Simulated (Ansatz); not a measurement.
CdSe:
```
CdSe
1.0
    0.00000     3.06665     3.06665
    3.06665     0.00000     3.06665
    3.06665     3.06665     0.00000
Se Cd
1 1
Cartesian
  4.59997   4.59997   4.59997
  0.00000   0.00000   0.00000
```

Relaxed with r²SCAN. Special points in fractions of this cell's reciprocal vectors: Γ (0.000, 0.000, 0.000); X (0.500, 0.000, 0.500); U (0.625, 0.250, 0.625); K (0.375, 0.375, 0.750); L (0.500, 0.500, 0.500); W (0.500, 0.250, 0.750).

Task: List the band energies nearest the valence-band maximum at these points for r²SCAN in the plane-wave PAW code Ansatz.

Result: In eV from the valence-band maximum; about four levels below and three above (degenerate sets whole), none deeper than 8.9 eV; … stands for higher levels left out; points with the same levels are listed once.

| k | below | above |
|---|---|---|
| Γ | -7.75 -7.75 0.00 0.00 0.00 | 1.04 … |
| X | -7.39 -3.96 -1.79 -1.79 | 3.51 4.14 9.54 |
| U | -7.32 -3.88 -2.45 -1.46 | 4.11 5.51 8.67 |
| L | -7.46 -4.26 -0.72 -0.72 | 2.84 6.94 6.94 |
| W | -7.28 -3.85 -2.18 -2.12 | 5.42 5.51 7.02 |

Space group F-43m (zinc blende). The r²SCAN relaxation kept the symmetry of its start. Spin–orbit coupling is left out wherever it is not named.

Potentials: the later of the program's two PAW sets.
